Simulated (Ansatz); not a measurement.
Here is an unrelaxed guess for Sr2TiPd3.

```
Sr Ti Pd
1.0
     4.54198    0.00000    0.00000
    -2.27099    3.93347    0.00000
     0.00000    0.00000    4.59867
Sr Ti Pd
2 1 3
Direct
  0.33333 0.66667 0.79823
  0.66667 0.33333 0.20177
  0.00000 0.00000 0.50000
  0.50000 0.00000 0.00000
  0.00000 0.50000 0.00000
  0.50000 0.50000 0.00000
```

The calculation used Ansatz 0.2.0, DFT PBE, scalar-relativistic, plane waves, PAW. Settings: cutoff 420 eV, Γ-centred mesh 6×6×4 on the computed 6-atom cell, Gaussian smearing of 0.10 eV; no spin polarisation.

Formation energies are uncorrected and refer to the elements' standard structures at the same level.

**Question.** What does a single point on this coarse mesh give?

**Answer.** The pressure is 498.1 GPa (the mean over three directions, positive in compression), the largest force is 118.84 eV/Å, and the energy is +18.45 eV/atom against the elements. The shortest distance is 1.61 Å, so close that the PAW spheres overlap strongly and these values are rough.

**Question.** How much does it gain on relaxing, and where does it end?

**Answer.** Relaxing gains about 18.2 eV/atom (the start's value is from the coarse mesh, so the gain is rough) in 20 ionic steps and ends at +0.26 eV/atom on the finer mesh. The symmetry goes from P-3m1 (No. 164) to P6/mmm (No. 191). The volume per atom grows by 81.7 %, from 13.7 to 24.9 Å³. The shortest distance goes from 1.61 Å (Sr–Pd) to 2.93 Å (Sr–Pd). Conventional cell: a = 6.048 Å, c = 4.712 Å. Sr is surrounded by 6 Pd at 2.93 Å, 3 Sr at 3.49 Å and 3 Ti at 3.49 Å; around Ti lie 6 Sr at 3.49 Å and 12 Pd at 3.83 Å; Pd has 4 Sr at 2.93 Å, 4 Pd at 3.02 Å and 4 Ti at 3.83 Å.

The last run used collinear spin, a 6×6×8 mesh (in the run's order of axes) for its 6-atom cell and Gaussian smearing of 0.10 eV. The magnetic state reached may not be the lowest. The relaxation can't lower the symmetry of the start. A structure relaxed within its symmetry needn't be a true minimum.
